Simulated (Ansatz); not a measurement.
According to r²SCAN (plane waves, PAW; program Ansatz), WC in the cubic phase (Pm-3m; W on 3c, C on 3d) relaxes to a = 4.204 Å. C has 4 nearest neighbours from 2.10 Å (square planar). Its formation energy from the elements is 0.69 eV/atom, with no fitted shifts.

Electronic character: metallic (no gap). Gap from r²SCAN with spin–orbit coupling: none (metallic).

The bulk modulus is 307 GPa. The relaxed-ion elastic constants in GPa are C11 = 609, C12 = 158, C44 = 88.7. The elastic constants imply a Debye temperature near 454 K. Bader charges are W +1.31, C -1.31 e.

The start of the workflow was typed in or built on a structure type; neither database checked (COD, Materials Project) lists it. It is not the phase usual at ambient conditions (space group No. 187). The cell was relaxed with r²SCAN under the symmetry of its start; whether a distortion lowers the energy is not shown. No spin polarisation was allowed. Its formation energy is positive at this level, so the cell may be metastable or incomplete. As this level gives no gap, shear constants depend on the k-mesh and smearing (Fermi–Dirac, 0.1 eV here). The references are the lowest solids computed at this level, not always the standard phases. Spin–orbit coupling is left out wherever it is not named.

Potentials: the earlier of the program's two PAW sets.
